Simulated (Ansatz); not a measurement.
Rb2ZnF4 in space group I4/mmm (No. 139; Rb on 4e, Zn on 2a, F on 4e, F on 4c), r²SCAN in the plane-wave PAW code Ansatz. The conduction-band minimum lies at Γ, with 1 equivalent valley. Second derivatives d²E/dk² of the lowest band at one valley (eV·Å²), along Cartesian directions:

```csv
direction,d²E/dk²
[100],15.79
[010],15.79
[001],15.53
[110],15.79
[101],15.66
[011],15.66
```

Question: Find the principal effective masses, the density-of-states mass and the conductivity mass.

Answer: Off-diagonal terms follow from H_xy = H[110] − (H_xx + H_yy)/2, and m*/mₑ = 7.620 eV·Å² over each eigenvalue: 0.48, 0.48, 0.49. One valley's DOS mass (m₁m₂m₃)^(1/3) = 0.49, conductivity mass 3/(Σ 1/mᵢ) = 0.49 mₑ.

Question: What effective density of states Nc follows at 300 K for parabolic valleys?

Answer: Nc = 2.509e19 × 1 × (0.49)^(3/2) ≈ 8.6e18 cm⁻³.

The workflow started from a Materials Project entry (that database holds measured and hypothetical structures alike); the Crystallography Open Database copy checked does not list it. Its standing as an ambient phase is unchecked. The r²SCAN relaxation kept the symmetry of its start; its stability against distortions is not shown here. Scalar-relativistic: spin–orbit coupling is off unless named, which matters more the heavier the elements.

Potentials: the later of the program's two PAW sets.

Edges and masses are those of Kohn–Sham bands, whose gap is no quasiparticle gap.
